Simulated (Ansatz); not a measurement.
# diamond against fcc along group 15

These are results of Ansatz, DFT, PBEsol, plane waves (420 eV) with PAW, scalar-relativistic, not measurements. The PAW files were generated under PBE, with cores re-solved for the functional.

Each structure is relaxed within its symmetry, in the lowest magnetic state of the tried starts. Differences under about 8 meV lie within the error of the k-point mesh.

```csv
element,E(diamond) − E(fcc) (meV/atom),V(diamond) (Å³/atom),V(fcc) (Å³/atom),state of diamond,state of fcc
P,?,?,?,?,?
As,-96,27.19,18.44,spin not included,spin not included
Sb,124,40.70,26.16,spin not included,spin not included
Bi,131,46.10,30.24,spin not included,spin not included
```

Task: Fill in the row of P.

Result: E(diamond) − E(fcc) (meV/atom): -168; V(diamond) (Å³/atom): 19.40; V(fcc) (Å³/atom): 13.94; state of diamond: spin not included; state of fcc: spin not included.
